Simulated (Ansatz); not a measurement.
This guess for La2TaO2 is about to be relaxed.

```xyz
5
Lattice="3.6689 0.0000 0.0000 -1.8345 3.1774 0.0000 0.0000 0.0000 8.7418" Properties=species:S:1:pos:R:3 pbc="T T T"
La    0.0000    0.0000    1.8371
La    0.0000    0.0000    6.9048
Ta    0.0000    0.0000    4.3709
O     0.0000    2.1183    0.0000
O     1.8345    1.0591    0.0000
```

Theory: Ansatz, DFT PBE, scalar-relativistic, plane waves, PAW. Cutoff 420 eV, Gaussian smearing, Γ-centred meshes. Cell and atoms relax first on a coarse mesh and then on a finer one. In between, the cell is made exact in the group found at 0.06 Å. In metals the finer mesh still leaves noise of several meV/atom or more. The steps can't lower the symmetry of their start. Collinear spin is switched on along the way, since trial moments persisted in a coarse test.

A guess keeps its type if space group and coordination stay and the shape of the cell changes little (axis ratios within about 15 %, angles within 6°); the volume may change.

Question: Does it keep its structure type, or change into something else?

Answer: It keeps its type. The symmetry stays P6/mmm (No. 191). The volume per atom grows by 6.2 %, from 20.4 to 21.7 Å³. The shortest distance goes from 2.12 Å (O–O) to 2.17 Å (O–O). The ratio c/a of the conventional cell changes by a factor of 0.98. Counting neighbours within 15 % of an atom's shortest distance, the start has La 7, O 3, Ta 2 and the end La 7, O 3, Ta 2.

The last run used collinear spin, a 12×12×4 mesh (in the run's order of axes) for its 5-atom cell and Gaussian smearing of 0.10 eV. These runs have no spin–orbit coupling, which can matter for Ta. The magnetic state reached may not be the lowest. A structure relaxed within its symmetry needn't be a true minimum. Another cell of La2TaO2 relaxed alike but without spin, in P-3m1, lies 1.01 eV/atom lower, so this cell isn't the stable form at this level.
